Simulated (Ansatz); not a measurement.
Single points with r2SCAN in Ansatz 0.2.0, PAW, spin-restricted, at the geometries given.

Problem. Rank them by the largest positive Bader charge, smallest first.
A.
CaHg2Ge2 (500 eV, 6×6×6 mesh on the cell that ran, as a rule the primitive one, gaussian 0.0164 eV)
```cif
data_structure
_symmetry_space_group_name_H-M 'I4/mmm'
_symmetry_Int_Tables_number 139
_cell_length_a 4.5159
_cell_length_b 4.5159
_cell_length_c 11.6384
_cell_angle_alpha 90.000
_cell_angle_beta 90.000
_cell_angle_gamma 90.000
_cell_volume 237.35
loop_
_atom_site_label
_atom_site_type_symbol
_atom_site_symmetry_multiplicity
_atom_site_Wyckoff_symbol
_atom_site_fract_x
_atom_site_fract_y
_atom_site_fract_z
_atom_site_occupancy
Ge1 Ge 4 e 0.50000 0.50000 0.88600 1
Ca1 Ca 2 a 0.00000 0.00000 0.00000 1
Hg1 Hg 4 d 0.50000 0.00000 0.75000 1
```
B.
Ba2SrIrO6 (500 eV, 7×7×7 mesh on the cell that ran, as a rule the primitive one, fermi-dirac 0.1 eV)
```cif
data_structure
_symmetry_space_group_name_H-M 'R-3m:H'
_symmetry_Int_Tables_number 166
_cell_length_a 6.0913
_cell_length_b 6.0913
_cell_length_c 14.7593
_cell_angle_alpha 90.000
_cell_angle_beta 90.000
_cell_angle_gamma 120.000
_cell_volume 474.26
loop_
_atom_site_label
_atom_site_type_symbol
_atom_site_symmetry_multiplicity
_atom_site_Wyckoff_symbol
_atom_site_fract_x
_atom_site_fract_y
_atom_site_fract_z
_atom_site_occupancy
Ir1 Ir 3 b 0.33333 0.66667 0.16667 1
O1 O 18 h 0.48250 0.96500 0.23970 1
Ba1 Ba 6 c 0.33333 0.66667 0.91717 1
Sr1 Sr 3 a 0.00000 0.00000 0.00000 1
```
C.
K4BeH2 (500 eV, 7×7×7 mesh on the cell that ran, as a rule the primitive one, fermi-dirac 0.1 eV)
```cif
data_structure
_symmetry_space_group_name_H-M 'R-3m:H'
_symmetry_Int_Tables_number 166
_cell_length_a 5.4161
_cell_length_b 5.4161
_cell_length_c 24.5982
_cell_angle_alpha 90.000
_cell_angle_beta 90.000
_cell_angle_gamma 120.000
_cell_volume 624.89
loop_
_atom_site_label
_atom_site_type_symbol
_atom_site_symmetry_multiplicity
_atom_site_Wyckoff_symbol
_atom_site_fract_x
_atom_site_fract_y
_atom_site_fract_z
_atom_site_occupancy
Be1 Be 3 a 0.00000 0.00000 0.00000 1
K1 K 6 c 0.66667 0.33333 0.70948 1
H1 H 6 c 0.33333 0.66667 0.74652 1
K2 K 6 c 0.33333 0.66667 0.87500 1
```

Solution. C (+0.62 e), A (+1.47 e), B (+2.28 e).

Origins: Ba2SrIrO6, a database entry at a rescaled volume; CaHg2Ge2, a known structure type with other elements, at an estimated volume; K4BeH2, a known structure type with other elements, at an estimated volume. Caveats for one or more cells: many states at the Fermi level without spin polarisation, so a magnetic state may lie lower; correlation that this level lacks may open a gap in such a compound.
